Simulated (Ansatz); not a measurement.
B3As2N (ordering on zincblende) by several functionals

All numbers come from the PAW code Ansatz. The cell comes from a prototype generator: it can be a known phase or a hypothetical one. No magnetic order is allowed.

B3As2N as one 6-atom ordering (P3m1) on the zincblende lattice, relaxed with r2SCAN. Space group P3m1 (No. 156), trigonal; conventional cell a = 3.172 Å, c = 7.694 Å, 11.18 Å³ an atom. N is surrounded by 4 B at 1.56–1.90 Å; As is surrounded by 4 B at 1.98–2.04 Å; As is surrounded by 4 B at 1.99–2.05 Å; B is surrounded by 3 N at 1.90 Å and 1 As at 2.04 Å; B is surrounded by 4 As at 1.98–2.05 Å; B is surrounded by 1 N at 1.56 Å and 3 As at 1.99 Å.

```
N As B
1.0
     3.17233    0.00000    0.00000
    -1.58617    2.74732    0.00000
     0.00000    0.00000    7.69381
N As B
1 2 3
Direct
  0.00000 0.00000 0.98900
  0.33333 0.66667 0.32050
  0.66667 0.33333 0.68298
  0.33333 0.66667 0.05493
  0.66667 0.33333 0.41682
  0.00000 0.00000 0.78576
```

Gaps on the r2SCAN cell, each the least over its mesh and the special points:
```json
{"level": "PBE", "k mesh": "12×12×4", "gap (eV)": "none (overlap 0.15)", "kind": "–", "edges": "–", "least direct gap (eV)": "–"}
{"level": "PBE+SOC", "k mesh": "12×12×4", "gap (eV)": "none (overlap 0.07)", "kind": "–", "edges": "–", "least direct gap (eV)": "–"}
{"level": "r2SCAN", "k mesh": "12×12×4", "gap (eV)": "none (overlap 0.07)", "kind": "–", "edges": "–", "least direct gap (eV)": "–"}
{"level": "HSE06", "k mesh": "6×6×2", "gap (eV)": "0.36", "kind": "direct", "edges": "Γ", "least direct gap (eV)": "0.36"}
```
All runs use a smearing of 0.02 eV.
Wave cutoffs: 420 eV, 500 eV (r2SCAN).
Points off the special ones are mesh points or PBE's searched band edges, reused at the other levels.

With HSE06 the gap is 0.36 eV and direct, at Γ. PBE+SOC gives no gap: the lowest nominally empty band dips 0.07 eV below the top of the last filled one (its bottom at K–Γ (0.90 of the way from K), the top at Γ), so the cell is a metal or semimetal at this level.

The levels disagree on the kind of gap: direct with HSE06; no gap with PBE, PBE+SOC, r2SCAN.

Only the levels marked +SOC include spin-orbit coupling.

The meshes of the hybrids are coarse, so their gaps aren't converged to the digits shown.
